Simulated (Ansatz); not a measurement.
Input and command of a plane-wave DFT calculation in Ansatz:

```yaml
crystal:
  lattice:
    - [-2.03, -2.03, 0.0]
    - [2.03, -2.03, 0.0]
    - [-0.406, -0.406, 12.18]
  atoms:
    - { symbol: W, position: [-0.18333, 0.0, 0.91665] }
    - { symbol: W, position: [0.4833366667, 0.5, 0.0833166667] }
    - { symbol: W, position: [-0.0499966667, 0.0, 0.2499833333] }
    - { symbol: W, position: [0.41667, 0.5, 0.41665] }
    - { symbol: W, position: [-0.1166633333, 0.0, 0.5833166667] }
    - { symbol: W, position: [0.3500033333, 0.5, 0.7499833333] }
basis:
  ecutwfc: 420
kpoints:
  mp_grid: { grid: [16, 16, 4] }
hamiltonian:
  xc: pbesol
scf:
  occupations: { method: gaussian, width: 0.15 }
output:
  forces: true
  stress: true
  eigenvalues: true
```

```bash
ansatz run input.yaml --threads 2 --pin off --max-ram 5120MiB --backend cpu --events-out ev --progress --plain --runs-dir out
```

Processor: Arm Neoverse V1, 2 threads, on a host shared with other jobs.

**Question.** Estimate time, memory and problem size.

**Answer.** About 34 s on 2 threads of Arm Neoverse V1, with other jobs on the host, peak memory 1.1 GiB. It solves 51 bands at 306 k points (the mesh reduced by symmetry) with about 1961 plane waves, in 6 SCF iterations.
